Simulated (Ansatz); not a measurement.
Relaxed-ion elastic tensor of Mg (hcp (Mg type), space group No. 194) in GPa (Voigt order), plane-wave PAW PBEsol (Ansatz code); density 1.79 g/cm³, 22.49 Å³ per atom.

```tsv
	1	2	3	4	5	6
1	60.9	28.7	21.6	0.0	0.0	0.0
2	28.7	60.9	21.6	0.0	0.0	0.0
3	21.6	21.6	72.3	0.0	0.0	0.0
4	0.0	0.0	0.0	19.0	0.0	0.0
5	0.0	0.0	0.0	0.0	19.0	0.0
6	0.0	0.0	0.0	0.0	0.0	16.1
```

### Question
Is the crystal mechanically stable?

### Answer
Yes: the smallest eigenvalue of C is 16.1 GPa.

### Question
Work out the Voigt, Reuss and Hill averages.

### Answer
K_V = 37.5, K_R = 37.5, K_H = 37.5; G_V = 19.0, G_R = 18.5, G_H = 18.7 GPa.

### Question
Give Young's modulus, Poisson's ratio, Pugh's ratio and the universal anisotropy index.

### Answer
E = 9KG/(3K + G) = 48.2 GPa; ν = 0.29; K/G = 2.00 (ductile by the Pugh limit of 1.75); A_U = 5G_V/G_R + K_V/K_R − 6 = 0.12.

### Question
Estimate the sound speeds and the Debye temperature.

### Answer
v_l = √((K + 4G/3)/ρ) = 5900 m/s, v_t = √(G/ρ) = 3230 m/s, mean 3600 m/s; Θ = (h/k)(3n/4πV)^(1/3) v_m = 380 K.

### Question
How much does each axis shrink under pressure?

### Answer
Linear compressibilities β_i = Σ_j S_ij (j = 1 to 3): x 9.1, y 9.1, z 8.4 per TPa.

Space group P6_3/mmc (hcp (Mg type)). Symmetry was held in the PBEsol relaxation. As this level gives no gap, shear constants depend on the k-mesh and smearing (Fermi–Dirac, 0.1 eV here). On the denser mesh and wider smearing of the elastic run this cell carries a stress of 0.5 GPa.

Potentials: the earlier of the program's two PAW sets. The files were generated under PBE; for other functionals the program regenerates the frozen cores, and for LDA and PBEsol the local potential too.
